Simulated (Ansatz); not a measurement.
Relaxed-ion elastic tensor of Rh (fcc (Cu type), Fm-3m) in GPa (Voigt order), LDA (plane waves, PAW; program Ansatz); density 12.92 g/cm³, 13.23 Å³ per atom.

|  | 1 | 2 | 3 | 4 | 5 | 6 |
|---|---|---|---|---|---|---|
| 1 | 499 | 226 | 226 | 0.0 | 0.0 | 0.0 |
| 2 | 226 | 499 | 226 | 0.0 | 0.0 | 0.0 |
| 3 | 226 | 226 | 499 | 0.0 | 0.0 | 0.0 |
| 4 | 0.0 | 0.0 | 0.0 | 221 | 0.0 | 0.0 |
| 5 | 0.0 | 0.0 | 0.0 | 0.0 | 221 | 0.0 |
| 6 | 0.0 | 0.0 | 0.0 | 0.0 | 0.0 | 221 |

Question: Is the crystal mechanically stable?

Answer: Yes: the smallest eigenvalue of C is 221 GPa.

Question: Work out the Voigt, Reuss and Hill averages.

Answer: K_V = 317, K_R = 317, K_H = 317; G_V = 187, G_R = 177, G_H = 182 GPa.

Question: Give Young's modulus, Poisson's ratio, Pugh's ratio and the universal anisotropy index.

Answer: E = 9KG/(3K + G) = 459 GPa; ν = 0.26; K/G = 1.74 (near the Pugh limit of 1.75, no verdict); A_U = 5G_V/G_R + K_V/K_R − 6 = 0.28.

Question: Estimate the sound speeds and the Debye temperature.

Answer: v_l = √((K + 4G/3)/ρ) = 6580 m/s, v_t = √(G/ρ) = 3750 m/s, mean 4170 m/s; Θ = (h/k)(3n/4πV)^(1/3) v_m = 525 K.

Question: Give the Zener ratio and Young's modulus along [100], [110] and [111].

Answer: A = 2C44/(C11 − C12) = 1.62; 1/E = S11 − 2(S11 − S12 − S44/2)Γ with Γ = 0, 1/4, 1/3 gives 358, 478, 538 GPa.

Question: Solve the Christoffel equation for the three sound speeds along [100], [110], [111].

Answer: Eigenvalues of C_ijkl n_j n_l equal ρv². In km/s, slowest first: [100] 4.13, 4.13, 6.22; [110] 3.25, 4.13, 6.72; [111] 3.57, 3.57, 6.88.

Symmetry was held in the LDA relaxation. The run is not spin-polarised. As this level gives no gap, shear constants depend on the k-mesh and smearing (Fermi–Dirac, 0.1 eV here). On the denser mesh and wider smearing of the elastic run this cell carries a stress of 0.4 GPa.

Potentials: the earlier of the program's two PAW sets. The files were generated under PBE; for other functionals the program regenerates the frozen cores, and for LDA and PBEsol the local potential too.
